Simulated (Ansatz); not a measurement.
The slice is one period of a {110} plane through atoms; its size isn't given.

These are PBE (plane waves to 420 eV, PAW, scalar-relativistic; Ansatz, a quantum-chemistry and plane-wave program) values and carry that method's errors. These are valence fields of a PAW run, semicore shells included where kept as valence: close to a nucleus they are smooth pseudo fields.

```
|56899876543456789986|
|88998765433345678998|
|99988754322234578899|
|99887643211123467889|
|88776542110112456778|
|77665432100012345667|
|65544321000001234455|
|44433211000001123344|
|33322111000001112233|
|22211111111111111122|
|11111111222221111111|
|00011122233322211100|
|00001223333333221000|
|00011233444443321100|
|00012334555554332100|
|00112345555555432110|
|11123445555555443211|
|22233455554555543322|
|33344554433344554433|
|44455554332334555544|
|66666665322235666666|
|77777765432345677777|
|88888776543456778888|
|99998887654567888999|
|99999887665667889999|
|88999987665667899998|
|56899887655567889986|
|25899876554556789985|
```
Scale: ten equal steps from -1.73 (start of '0') to -0.09 (end of '9'), in the order '0123456789'. Values: log₁₀ of the valence density in e/Å³. The map has 20 points along u (one character each, u = 0 at the left) and 28 along v (v = 0 in the bottom row). The scale is logarithmic, as a density can span decades between atoms and voids.

```
|xxxxxx++##%%##**==::..::==**##%%##++xxxx|
|xxxx--**####**++::..  ..::++**####**--xx|
|****######**++--..      ..--++**######**|
|%%%%%%####++==::..      ..::==++####%%%%|
|%%%%%%##**==::..          ..::==**##%%%%|
|######**==--..              ..--==**####|
|****++==--..                  ..--==++**|
|====--::..                      ..::--==|
|::::....                          ....::|
|..                                      |
|                                        |
|                                        |
|              ..............            |
|            ....::::::::::....          |
|          ....::----------::....        |
|        ....::::----------::::....      |
|        ....::::::::::::::::::....      |
|..........::::....      ....::::........|
|::::::----::..    xxxxxx    ..::----::::|
|====++++++==::  xxxxxxxxxx  ::==++++++==|
|****########++..xxxxxxxxxx..++########**|
|##%%%%%%@@@@%%==xxxxxxxxxx==%%@@@@%%%%%%|
|%%%%@@@@@@@@@@##::xxxxxx::##@@@@@@@@@@%%|
|%%%%@@@@@@@@@@@@**..  ..**@@@@@@@@@@@@%%|
|**##%%@@@@@@@@@@##==::==##@@@@@@@@@@%%##|
|xxxx##@@@@@@@@@@##==--==##@@@@@@@@@@##xx|
|xxxxxx%%@@@@@@%%**==--==**%%@@@@@@%%xxxx|
|xxxxxx**%%%%%%##++--::--++##%%%%%%**xxxx|
```
Scale: ten equal steps from 0.01 (start of ' ') to 0.94 (end of '@'), in the order ' .:-=+*#%@'. Values: electron localisation function (ELF). The map has 20 points along u (two characters each, u = 0 at the left) and 28 along v (v = 0 in the bottom row). Points within 0.5 Å of a nucleus are blanked (x), as the pseudised field means little there.

Q: Which relaxed crystal do these maps come from?
A. GaN (zinc blende)
B. AlP (zinc blende)
C. AlAs (zinc blende)
D. InAs (zinc blende)

A: B, AlP (zinc blende). Atoms on the slice: P at (0.00, 0.00); Al at (0.50, 0.25)

All were relaxed with their symmetry unable to fall. At this level the bands of InAs touch or barely overlap; measurements give the solid a gap. The PAW data are Ansatz's earlier set.
